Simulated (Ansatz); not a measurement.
Nb₃Ir (Cu3Au type, Pm-3m) under volume change, DFT-PBE in the program Ansatz with PAW potentials, scaled uniformly.

```csv
V (Å³/atom),E − E(relaxed) (meV/atom),P (GPa)
15.699,104.7,23.38
16.217,…,…
16.734,10.5,6.65
17.252,0.0,0.00
17.770,9.5,-5.73
18.287,…,…
18.805,77.6,-14.87
```

Problem. Some entries are withheld; supply them.

Solution. 
- 18.287, E − E(relaxed) (meV/atom): 36.2
- 18.287, P (GPa): -10.66
- 16.217, E − E(relaxed) (meV/atom): 44.1
- 16.217, P (GPa): 14.38

Problem. What does a third-order Birch–Murnaghan fit give for V₀, B₀ and B′?

Solution. V₀ = 17.25 Å³/atom, B₀ = 205 GPa, B′ = 4.0.

A made-up cell: these elements were put on the sites of a structure type; neither database checked (COD, Materials Project) lists it. COD files the formula under space group No. 223. Its standing as an ambient phase is unchecked. The cell was relaxed with PBE under the symmetry of its start; its stability against distortions is not shown here. The run is not spin-polarised. Scalar-relativistic: spin–orbit coupling is off unless named, which matters more the heavier the elements.

Potentials: the earlier of the program's two PAW sets.
